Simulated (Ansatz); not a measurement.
**Run times of several calculations on CoSi**

Cell: 8 atoms, space group P2_13, a = 4.438 Å, b = 4.438 Å, c = 4.438 Å, α = 90.00°, β = 90.00°, γ = 90.00°.

All runs are DFT with Ansatz 0.2.0 on 1 thread of Arm Neoverse V1 (aarch64; 8 cores open to the job, memory cap 3.0 GiB, no GPU), a shared host.

Question: Rank the runs by wall time, shortest first.
A. single point at relaxed positions, r2SCAN, collinear spin, 500 eV, 8×8×8 k-points, smearing 0.05 eV
B. single point, PBE, collinear spin, 420 eV, 7×7×7 k-points, smearing 0.05 eV
C. relaxation of the ions, PBE, collinear spin, 420 eV, 8×8×8 k-points, smearing 0.05 eV

Answer: B (61 s, 0.47 GiB), C (4.2 min, 0.68 GiB), A (5.9 min, 0.8 GiB).
